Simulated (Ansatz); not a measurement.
InHO₂:
```cif
data_H2In2O4
_chemical_formula_sum 'In2 H2 O4'
_space_group_name_H-M_alt 'P 1'
_space_group_IT_number 1
_cell_length_a 4.51952
_cell_length_b 5.27236
_cell_length_c 3.28571
_cell_angle_alpha 90.000
_cell_angle_beta 90.000
_cell_angle_gamma 90.000
loop_
_space_group_symop_operation_xyz
  'x, y, z'
loop_
_atom_site_label
_atom_site_type_symbol
_atom_site_fract_x
_atom_site_fract_y
_atom_site_fract_z
_atom_site_occupancy
In1 In 0.50000 0.50000 0.50000 1
In2 In 0.00000 0.00000 0.00000 1
H1 H 0.50000 0.00000 0.50000 1
H2 H 0.00000 0.50000 0.00000 1
O1 O 0.27965 0.86928 0.50000 1
O2 O 0.72035 0.13072 0.50000 1
O3 O 0.77965 0.63072 0.00000 1
O4 O 0.22035 0.36928 0.00000 1
```

Relaxed with r²SCAN. r²SCAN in the plane-wave PAW code Ansatz gives a gap of 2.68 eV.

### Question
What gap does HSE06 give on the same cell (Ansatz, PAW)?

### Answer
3.68 eV, 1.00 eV more. The hybrid was solved on a coarser mesh and at special points; its gap is the smallest among all of these.

```tsv
k	v1 r²SCAN	c1 r²SCAN	v1 HSE06	c1 HSE06
Γ	0.00	2.68	0.00	3.68
X	-0.47	5.48	-0.49	6.54
Z	-0.37	7.33	[?]	[?]
U	-0.15	7.53	[?]	[?]
Y	-0.03	5.56	-0.03	6.65
S	-0.18	6.54	-0.21	7.70
T	-0.10	7.63	[?]	[?]
R	-0.47	6.86	[?]	[?]
```

### Question
Top valence (v1) and lowest conduction level (c1) in eV from each method's valence maximum (which need not be a listed point): supply the withheld HSE06 values.

### Answer

- R, v1 HSE06: -0.50
- R, c1 HSE06: 7.96
- U, v1 HSE06: -0.14
- U, c1 HSE06: 8.71
- Z, v1 HSE06: -0.40
- Z, c1 HSE06: 8.49
- T, v1 HSE06: -0.12
- T, c1 HSE06: 8.81

Cost on shared cores: the r²SCAN run (SCF on a 6×5×8 mesh, then bands and DOS) very roughly 2.1 core-minutes, the HSE06 run (SCF on 4×3×5, then a few points) very roughly 3 core-minutes; the tasks are unlike.

Space group Pnnm. The workflow started from a Materials Project entry (that database holds measured and hypothetical structures alike); the Crystallography Open Database copy checked does not list it. COD files the formula under space group No. 31, so this cell is another polymorph or a model. Its standing as an ambient phase is unchecked. The cell was relaxed with r²SCAN under the symmetry of its start; its stability against distortions is not shown here. Spin–orbit coupling is left out wherever it is not named.

Potentials: the later of the program's two PAW sets.
